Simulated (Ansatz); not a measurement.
Ti2Pd:
```yaml
crystal:
  lattice:
    - [-1.54345, 1.54345, 4.89528]
    - [1.54345, -1.54345, 4.89528]
    - [1.54345, 1.54345, -4.89528]
  atoms:
    - { symbol: Pd, position: [0.00000, 0.00000, 0.00000] }
    - { symbol: Ti, position: [0.33577, 0.33577, 0.00000] }
    - { symbol: Ti, position: [0.66423, 0.66423, 0.00000] }
```

Relaxed with PBEsol.

### Question
Which orbitals make up the states near the Fermi level in PBEsol (plane waves, PAW; program Ansatz)?

### Answer
Within 0.5 eV of the Fermi level: Ti 3d 71 %, Pd 4d 12 %, Ti 4s 5 %, outside the projected shells 12 %. Projections are on Löwdin-orthogonalised atomic valence shells; empty p or d shells of many metals are not among them.

### Question
Tabulate the density of states.

### Answer
States/eV per cell of 3 atoms, in 0.25 eV bins, energy from the Fermi level.

| E (eV) | total | Ti 3d | Pd 4d | Ti 4s |
|---|---|---|---|---|
| -7.30 | 0.00 | 0.00 | 0.00 | 0.00 |
| -7.05 | 0.05 | 0.00 | 0.00 | 0.04 |
| -6.80 | 0.14 | 0.00 | 0.00 | 0.11 |
| -6.55 | 0.20 | 0.00 | 0.01 | 0.16 |
| -6.30 | 0.26 | 0.00 | 0.01 | 0.21 |
| -6.05 | 0.36 | 0.01 | 0.03 | 0.27 |
| -5.80 | 0.44 | 0.02 | 0.05 | 0.32 |
| -5.55 | 0.52 | 0.03 | 0.09 | 0.34 |
| -5.30 | 0.81 | 0.08 | 0.31 | 0.36 |
| -5.05 | 2.57 | 0.35 | 1.72 | 0.38 |
| -4.80 | 5.59 | 0.63 | 4.01 | 0.79 |
| -4.55 | 4.73 | 0.50 | 3.69 | 0.43 |
| -4.30 | 4.90 | 0.53 | 4.00 | 0.29 |
| -4.05 | 7.14 | 1.16 | 5.41 | 0.40 |
| -3.80 | 6.30 | 0.76 | 5.14 | 0.24 |
| -3.55 | 5.13 | 0.60 | 4.31 | 0.16 |
| -3.30 | 3.31 | 0.36 | 2.73 | 0.18 |
| -3.05 | 1.80 | 0.29 | 1.19 | 0.26 |
| -2.80 | 1.35 | 0.33 | 0.62 | 0.34 |
| -2.55 | 1.13 | 0.34 | 0.40 | 0.32 |
| -2.30 | 1.09 | 0.37 | 0.34 | 0.32 |
| -2.05 | 1.14 | 0.46 | 0.28 | 0.33 |
| -1.80 | 1.69 | 1.05 | 0.17 | 0.37 |
| -1.55 | 1.69 | 1.13 | 0.16 | 0.26 |
| -1.30 | 2.73 | 1.99 | 0.35 | 0.20 |
| -1.05 | 4.50 | 3.66 | 0.46 | 0.15 |
| -0.80 | 5.86 | 4.77 | 0.32 | 0.30 |
| -0.55 | 2.92 | 1.97 | 0.37 | 0.23 |
| -0.30 | 2.35 | 1.60 | 0.27 | 0.14 |
| -0.05 | 1.81 | 1.30 | 0.21 | 0.07 |
| 0.20 | 2.01 | 1.42 | 0.25 | 0.09 |
| 0.45 | 3.52 | 2.65 | 0.34 | 0.15 |
| 0.70 | 6.57 | 5.24 | 0.46 | 0.20 |
| 0.95 | 5.66 | 4.95 | 0.31 | 0.11 |
| 1.20 | 4.96 | 4.34 | 0.31 | 0.10 |
| 1.45 | 4.07 | 3.61 | 0.25 | 0.05 |
| 1.70 | 4.24 | 3.81 | 0.21 | 0.05 |
| 1.95 | 2.82 | 2.58 | 0.14 | 0.03 |
| 2.20 | 2.28 | 2.08 | 0.10 | 0.04 |
| 2.45 | 2.48 | 2.30 | 0.07 | 0.05 |
| 2.70 | 4.40 | 4.17 | 0.09 | 0.07 |

Space group I4/mmm (MoSi2 or CaC2 type). The workflow started from an entry of the Crystallography Open Database (COD). Whether it is the stable phase at ambient conditions was not checked. The PBEsol relaxation kept the symmetry of its start; whether a distortion lowers the energy is not shown. No spin polarisation was allowed. Scalar-relativistic: spin–orbit coupling is off unless named, which matters more the heavier the elements.

Potentials: the later of the program's two PAW sets.
